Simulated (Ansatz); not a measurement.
MgS (rock salt, space group No. 225), the program Ansatz at the LDA level (PAW). The conduction-band minimum lies at X, with 3 equivalent valleys. Second derivatives d²E/dk² of the lowest band at one valley (eV·Å²), along Cartesian directions:

| direction | d²E/dk² |
|---|---|
| [100] | 14.39 |
| [010] | 26.76 |
| [001] | 26.76 |
| [110] | 20.57 |
| [101] | 20.57 |
| [011] | 26.72 |

Question: Find the principal effective masses, the density-of-states mass and the conductivity mass.

Answer: Off-diagonal terms follow from H_xy = H[110] − (H_xx + H_yy)/2, and m*/mₑ = 7.620 eV·Å² over each eigenvalue: 0.28, 0.29, 0.53. One valley's DOS mass (m₁m₂m₃)^(1/3) = 0.35, conductivity mass 3/(Σ 1/mᵢ) = 0.34 mₑ.

Question: What effective density of states Nc follows at 300 K for parabolic valleys?

Answer: Nc = 2.509e19 × 3 × (0.35)^(3/2) ≈ 1.6e19 cm⁻³.

Question: With the computed static dielectric constant 14.3 (mean of the diagonal), estimate a hydrogenic donor's binding energy and radius.

Answer: E = 13.606 eV × 0.34/14.3² ≈ 23 meV; a = 0.529 Å × ε/m* ≈ 22 Å. Semilocal masses tend to be too small where the gap is.

Question: With ε∞ = 5.59 and ω_LO = 404 cm⁻¹, what Fröhlich coupling constant follows?

Answer: α = (1/ε∞ − 1/ε0) √(m* × 13.606 eV/ħω_LO) = 1.0.

Space group Fm-3m (rock salt). The LDA relaxation kept the symmetry of its start; phonons on a q-mesh show no instability.

Potentials: the later of the program's two PAW sets.
